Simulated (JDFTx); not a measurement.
```yaml
surface: Ti(0001)
bulk: Ti, P6_3/mmc, lattice of mp-46 (not re-optimised)
slab: 4 atoms in 4 planes, 1x1, 6.8 Å between the outermost planes
in-plane cell: 2.936 × 2.936 Å, 7.46 Å²
cell_height: 23.0 Å
sampling: 8×8×1 k mesh, Fermi smearing 0.01 Ha, no spin polarisation
```

Level of theory: PBE, GBRV ultrasoft potentials, plane waves to 20/100 Ha; code: a modified build of JDFTx. Liquid: CANDLE, acetonitrile, 1 M NaCl. The neutral cell holds 48 valence electrons and has two faces of 7.464 Å² each. Last filling lines of the neutral and of a charged run (μ in hartree, zero in the bulk liquid):

```
FillingsUpdate:  mu: -0.147706699  nElectrons: 48.000000
FillingsUpdate:  mu: -0.159492000  nElectrons: 47.940135
```

Working it through: both potentials, by the convention U = −μ/e − 4.44 V vs SHE, the surface charge density and the mean capacitance.

U_pzc = 0.14771 × 27.2114 − 4.44 = -0.42 V; U = 0.15949 × 27.2114 − 4.44 = -0.10 V. The cell has -0.0599 excess electrons, a net charge of 0.0599 e, shared by two faces: σ = 0.0599 e / (2 × 7.464 Å²) = 0.00401 e/Å² = 6.4 μC/cm² (1 e/Å² = 1602.18 μC/cm²). C = σ/(U − U_pzc) = 6.4/0.32 ≈ 20 μF/cm². In this non-aqueous liquid the SHE scale is nominal.
